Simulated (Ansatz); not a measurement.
LaTeCl:
```xyz
6
Lattice="4.4397 0.0000 0.0000 0.0000 4.4397 0.0000 0.0000 0.0000 8.1228" Properties=species:S:1:pos:R:3 pbc="T T T"
La     0.0000     2.2199     6.1785
La     2.2199     0.0000     1.9442
Te     0.0000     2.2199     2.9367
Te     2.2199     0.0000     5.1861
Cl     0.0000     0.0000     0.0000
Cl     2.2199     2.2199     0.0000
```

Relaxed with LDA.

Question: Give the optical modes at the zone centre with their infrared activity from DFPT, DFT-LDA in the program Ansatz with PAW potentials.

Answer: Transverse frequencies, without the LO–TO term; a row sums one degenerate level.

```csv
ω (cm⁻¹),degeneracy,IR ((D/Å)²/amu),activity,symmetry
63,2,0.00,IR-inactive,Eg
103,2,7.35,IR,Eu
110,1,0.00,IR-inactive,A1g
111,2,0.00,IR-inactive,Eg
131,1,4.62,IR,A2u
143,1,0.00,IR-inactive,A1g
152,2,15.77,IR,Eu
161,1,0.00,IR-inactive,B1g
208,1,8.85,IR,A2u
243,2,0.00,IR-inactive,Eg
```

Question: How high does the top mode go among those that the LO–TO term moves?

Answer: 192 cm⁻¹ for q along x, 192 cm⁻¹ for q along y, 248 cm⁻¹ for q along z.

Space group P4/nmm. The first step of the workflow began from a Materials Project structure, measured or hypothetical; the Crystallography Open Database copy checked does not list it. Its standing as an ambient phase is unchecked. The cell was relaxed with LDA under the symmetry of its start; of distortions, only those at the zone centre were tested. Spin–orbit coupling is left out wherever it is not named.

Potentials: the later of the program's two PAW sets.
